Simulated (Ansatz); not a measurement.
Se:
Space group Fd-3m, origin choice 1 (No. 227); a = 6.2869 Å, b = 6.2869 Å, c = 6.2869 Å, α = 90.00°, β = 90.00°, γ = 90.00°

| atom | site | symmetry | x | y | z |
|---|---|---|---|---|---|
| Se | 8b | -43m | 0.5000 | 0.5000 | 0.5000 |
(The calculation used a cell of 2 atoms; values per cell refer to that cell.)

Relaxed with r²SCAN.

**Question.** Tabulate the valence density and the electron localisation function along the shortest Se–Se contact (2.72 Å), DFT-r²SCAN in the program Ansatz with PAW potentials.

**Answer.** 

| distance from Se (Å) | density (e/Å³) | ELF |
|---|---|---|
| 0.27 | 27.80 | 0.21 |
| 0.41 | 10.44 | 0.41 |
| 0.54 | 3.40 | 0.62 |
| 0.68 | 1.42 | 0.74 |
| 0.82 | 0.88 | 0.77 |
| 0.95 | 0.63 | 0.73 |
| 1.09 | 0.47 | 0.63 |
| 1.23 | 0.38 | 0.49 |
| 1.36 | 0.35 | 0.43 |
| 1.50 | 0.38 | 0.49 |
| 1.63 | 0.47 | 0.63 |
| 1.77 | 0.63 | 0.73 |
| 1.91 | 0.88 | 0.77 |
| 2.04 | 1.42 | 0.74 |
| 2.18 | 3.40 | 0.62 |
| 2.31 | 10.44 | 0.41 |
| 2.45 | 27.80 | 0.21 |

The density is the valence pseudo-density with augmentation charge, so density and ELF within about 1 Å of a nucleus are not all-electron values.

The start of the workflow was typed in or built on a structure type; neither database checked (COD, Materials Project) lists it. It is not the phase usual at ambient conditions (space group No. 152). The r²SCAN relaxation kept the symmetry of its start; whether a distortion lowers the energy is not shown. The volume moved by 26 % from the start of the relaxation.

Potentials: the earlier of the program's two PAW sets.
